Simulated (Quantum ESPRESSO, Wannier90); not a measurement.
Ga2AsP (R3m): Wannier90 run

```yaml
crystal:
  lattice:
    - [-1.96511, 3.40367, 0.00000]
    - [-3.93022, 0.00000, 0.00000]
    - [-1.96511, 1.13456, 6.41726]
  atoms:
    - { symbol: Ga, position: [0.99756, 0.99756, 0.00733] }
    - { symbol: Ga, position: [0.50249, 0.50249, 0.49252] }
    - { symbol: P, position: [0.62502, 0.62502, 0.12493] }
    - { symbol: As, position: [0.12493, 0.12493, 0.62521] }
```

Structure: Materials Project mp-1224789, symmetrised, not relaxed again. Not found in the COD (Crystallography Open Database) copy used; not checked further. Computed values, not measurements, from LDA: Quantum ESPRESSO (norm-conserving PseudoDojo potentials, cutoff 64 Ry, no spin polarisation, no spin-orbit coupling) on a Γ-centred 8×8×8 mesh, then Wannier90. Density: 10×10×10 mesh, cold smearing 0.01 Ry. Spin-orbit coupling, left out, would split the p-like bands by a few tenths of an eV.

The plane-wave run has 41 bands and 46 electrons a cell. On the energy scale of pw.x, whose zero is arbitrary, the valence-band maximum lies at 8.00 eV.

Isolated groups of bands, relative to the valence-band maximum (bands from 24 on overlap up to the last one computed):

```json
[
 {"bands": "1–5", "from (eV)": "-35.33", "to (eV)": "-35.30", "filling": "filled", "weight on atomic waves": "As 3d 100 %"},
 {"bands": "6–15", "from (eV)": "-15.04", "to (eV)": "-14.73", "filling": "filled", "weight on atomic waves": "Ga 3d 99 %"},
 {"bands": "16–17", "from (eV)": "-12.73", "to (eV)": "-9.88", "filling": "filled", "weight on atomic waves": "As 4s 29 %, P 3s 27 %, Ga 4p 24 %"},
 {"bands": "18–23", "from (eV)": "-6.96", "to (eV)": "0.00", "filling": "filled", "weight on atomic waves": "P 3p 30 %, As 4p 29 %, Ga 4p 24 %"}
]
```

Input w.win, without the blocks of cell, atoms and k-points (512 lines):

```
num_bands = 26
num_wann = 16
exclude_bands = 1-15
num_iter = 1000
conv_tol = 1.0e-6
conv_window = 4
dis_num_iter = 1000
dis_conv_tol = 1.0e-6
dis_froz_max = 10.30
dis_win_max = 9.30
write_hr = true
write_u_matrices = true
begin projections
f=-0.01353,-0.00019,0.00413: s;p
f=-0.48285,-0.50658,0.49124: s;p
f=-0.36575,-0.38482,0.12018: s;p
f=0.11833,0.13496,-0.38068: s;p
end projections
mp_grid = 8 8 8
```

wannier90.x stops with:
```
dis_windows: Energy window contains fewer states than number of target WFs
```
At some k-point the outer window holds fewer bands than num_wann, so no subspace of that size can be extracted. Mended as below, all else unchanged, the run goes through (Ω_I = 24.8 Å²) and follows the plane-wave bands to 4.5 meV rms (states up to 1.8 eV relative to the valence-band maximum).
Remove the line dis_win_max = 9.30.
